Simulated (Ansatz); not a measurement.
CdCl2 in space group R-3m (No. 166; Cd on 3a, Cl on 6c), DFT-LDA in the program Ansatz with PAW potentials, all energies at zero smearing, with the estimated change up to a 700 eV cutoff added, with one set of potentials and settings (totals compare only within such a set). Cell of 3 atoms (1 Cd, 2 Cl): -10209.212 eV.

```tsv
element	reference phase	E (eV/atom)
Cd	P6_3/mmc, 2 atoms in the cell	-8117.8923
Cl	Cmce, 4 atoms in the cell	-1044.0601
```

Formation energy per atom, worked out: (-10209.212 − 1×(-8117.8923) − 2×(-1044.0601))/3 = -1.066 eV/atom (-103 kJ per mol of atoms), at 0 K, without zero-point energy or fitted corrections.

The workflow started from a Materials Project entry (that database holds measured and hypothetical structures alike); the Crystallography Open Database files this formula in space group No. 166, but the cells were not matched. Whether it is the stable phase at ambient conditions was not checked. The LDA relaxation kept the symmetry of its start; whether a distortion lowers the energy is not shown. A crystal of weakly bound layers computed without a dispersion correction: the cell and the soft elastic constants depend strongly on that. The references are the lowest solids computed at this level, not always the standard phases (solids in place of the gases).

Potentials: the later of the program's two PAW sets.
